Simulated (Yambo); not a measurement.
Yambo run on RbCl (CsCl type, space group Pm-3m, No. 221). The wavefunctions come from this Quantum ESPRESSO step (PBEsol, PseudoDojo standard norm-conserving files, fully relativistic):

```
&CONTROL
  calculation = 'nscf'
  pseudo_dir = './pseudo'
  outdir = './out'
/
&SYSTEM
  ibrav = 0
  nat = 2
  ntyp = 2
  ecutwfc = 58.0
  ecutrho = 232.0
  occupations = 'fixed'
  force_symmorphic = .true.
  nbnd = 220
  noncolin = .true.
  lspinorb = .true.
/
&ELECTRONS
  conv_thr = 2e-09
  diago_full_acc = .true.
  diago_thr_init = 1e-08
/
ATOMIC_SPECIES
Cl 35.4500 Cl.upf
Rb 85.4678 Rb.upf
CELL_PARAMETERS angstrom
  3.886078236000   0.000000000000   0.000000000000
  0.000000000000   3.886078236000   0.000000000000
  0.000000000000   0.000000000000   3.886078236000
ATOMIC_POSITIONS crystal
Cl   0.500000000000   0.500000000000   0.500000000000
Rb   0.000000000000   0.000000000000   0.000000000000
K_POINTS automatic
4 4 4 0 0 0
```

Yambo input:

```
rim_cut
gw0
dyson
el_el_corr
HF_and_locXC
ppa
em1d
RandQpts= 1000000
RandGvec= 1 Ry
EXXRLvcs= 58 Ry
VXCRLvcs= 232 Ry
Chimod= "HARTREE"
% BndsRnXp
 1 | 216 |
%
NGsBlkXp= 8 Ry
% LongDrXp
 1.0 | 1.0 | 1.0 |
%
PPAPntXp= 27.2114 eV
% GbndRnge
 1 | 216 |
%
GTermKind= "BG"
DysSolver= "n"
ExtendOut
% QPkrange
 1 | 1 | 14 | 18 |
 3 | 3 | 16 | 17 |
 6 | 6 | 16 | 17 |
 10 | 10 | 16 | 17 |
%
```

k points by index: 1 = Γ, 3 = X, 6 = M, 10 = R.

Resulting energies as the program prints them:

```
#    K-point    Band    Eo [eV]    E [eV]    E-Eo [eV]    Vxc [eV]    Vnlxc [eV]    Sc|Eo [eV]    Sc|E [eV]    dSc/dw|Eo [eV]    Re(Z)    Im(Z)
#
    1    14    -0.042522    -2.054183    -2.011661    -14.12137    -18.61156    2.013826    2.478531    -6.285503    0.812353    -0.001571
    1    15    -0.042522    -2.053350    -2.010828    -14.12137    -18.61157    2.014846    2.479379    -6.285763    0.812346    -0.001571
    1    16    -0.042522    -2.054940    -2.012418    -14.12137    -18.61157    2.012903    2.477787    -6.285552    0.812351    -0.001571
    1    17    4.939347    5.788070    0.848723    -8.276214    -3.993522    -3.304473    -3.433969    -4.151420    0.867632    -0.868468E-3
    1    18    4.939347    5.788070    0.848723    -8.276214    -3.993522    -3.304473    -3.433969    -4.151420    0.867632    -0.868468E-3
    3    16    -0.188228    -2.198333    -2.010105    -13.84877    -18.36394    2.037597    2.505067    -6.327759    0.811329    -0.001661
    3    17    7.498137    8.742701    1.244564    -8.422192    -3.554389    -3.434488    -3.623238    -4.126741    0.868315    -0.397605E-3
    6    16    0.000000    -1.999561    -1.999561    -14.16409    -18.67405    2.047076    2.510397    -6.304728    0.811887    -0.001511
    6    17    6.083199    7.118576    1.035377    -8.061772    -3.646335    -3.226779    -3.380060    -4.028143    0.871055    -0.848403E-3
    10    16    -1.308976    -3.341896    -2.032920    -12.63958    -17.41942    2.191991    2.746917    -7.417632    0.785649    -0.010800
    10    17    9.482542    10.54252    1.059976    -8.897797    -4.103895    -3.518327    -3.733926    -5.311035    0.830498    -0.071748
```
(The two width columns are left out.) Convergence of these settings isn't established.

Geometry relaxed with PBEsol.

This is not the ordinary phase of the substance.
